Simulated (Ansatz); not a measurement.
LiGeN in space group P6_3mc (No. 186; Li on 2b, Ge on 2a, N on 2b), plane-wave PAW r²SCAN (Ansatz code). The conduction-band minimum lies at M, with 3 equivalent valleys. Second derivatives d²E/dk² of the lowest band at one valley (eV·Å²), along Cartesian directions:

```json
[
 {"direction": "[100]", "d²E/dk²": "14.98"},
 {"direction": "[010]", "d²E/dk²": "19.45"},
 {"direction": "[001]", "d²E/dk²": "10.92"},
 {"direction": "[110]", "d²E/dk²": "17.22"},
 {"direction": "[101]", "d²E/dk²": "12.96"},
 {"direction": "[011]", "d²E/dk²": "15.18"}
]
```

### Question
Find the principal effective masses, the density-of-states mass and the conductivity mass.

### Answer
Off-diagonal terms follow from H_xy = H[110] − (H_xx + H_yy)/2, and m*/mₑ = 7.620 eV·Å² over each eigenvalue: 0.39, 0.51, 0.70. One valley's DOS mass (m₁m₂m₃)^(1/3) = 0.52, conductivity mass 3/(Σ 1/mᵢ) = 0.50 mₑ.

### Question
What effective density of states Nc follows at 300 K for parabolic valleys?

### Answer
Nc = 2.509e19 × 3 × (0.52)^(3/2) ≈ 2.8e19 cm⁻³.

### Question
With the computed static dielectric constant 15.3 (mean of the diagonal), estimate a hydrogenic donor's binding energy and radius.

### Answer
E = 13.606 eV × 0.50/15.3² ≈ 29 meV; a = 0.529 Å × ε/m* ≈ 16 Å. Semilocal masses tend to be too small when the gap is underestimated.

The first step of the workflow began from a Materials Project structure, measured or hypothetical; the Crystallography Open Database copy checked does not list it. Its standing as an ambient phase is unchecked. The cell was relaxed with r²SCAN under the symmetry of its start; its stability against distortions is not shown here. Scalar-relativistic: spin–orbit coupling is off unless named, which matters more the heavier the elements.

Potentials: the later of the program's two PAW sets.
